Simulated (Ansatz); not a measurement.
## zincblende-structured ReBi

Method: PBE, scalar-relativistic; no spin polarisation; PAW, 420 eV, 10×10×10 k-mesh, Gaussian smearing of 0.05 eV; code Ansatz. The datasets are Ansatz's generated set soft_2.

```xyz
2
Lattice="0.0000 3.1098 3.1098 3.1098 0.0000 3.1098 3.1098 3.1098 0.0000" Properties=species:S:1:pos:R:3 pbc="T T T"
Re    0.0000    0.0000    0.0000
Bi    1.5549    1.5549    1.5549
```

The start was a prototype's sites filled with these elements, not a measured cell.

The cell above was scaled in volume, its shape and atoms being fixed by the lattice's symmetry. Energies are counted from the cell above.

```
V (Å³/atom)  ΔE (meV/atom)  P (GPa)
      28.42              ?        ?
      28.87           12.9      3.6
      29.47            3.1      1.7
      30.07            0.0      0.0
      30.67            2.9     -1.5
      31.28           11.3     -2.9
      32.18           32.7     -4.7
      33.08           63.3     -6.1
```

Fill in the withheld row.

ΔE (meV/atom): 25.2, P (GPa): 5.2.

What do the points give for the equilibrium volume, the bulk modulus and its pressure derivative (third-order Birch–Murnaghan)?

V0 = 30.07 Å³/atom, B0 = 80 GPa, B0′ = 4.6.

B0·V0 = 80.2 GPa × 30.07 Å³ = 15.06 eV/atom sets the scale: near the minimum ΔE ≈ ½ B0 V0 x², with x = V/V0 − 1, and a pressure of 0.8 GPa squeezes the volume by about 1 %. At the ends of the curve: x = −5.5 % predicts 22.6 meV/atom and the run gives 25.2; x = +10.0 % predicts 75.6 meV/atom and the run gives 63.3. Compression costs more and expansion less than the parabola says, since the crystal stiffens as it shrinks; B0′ measures that.

For elements this heavy, spin–orbit coupling would shift levels and gaps; it isn't included here. The run is a metal.
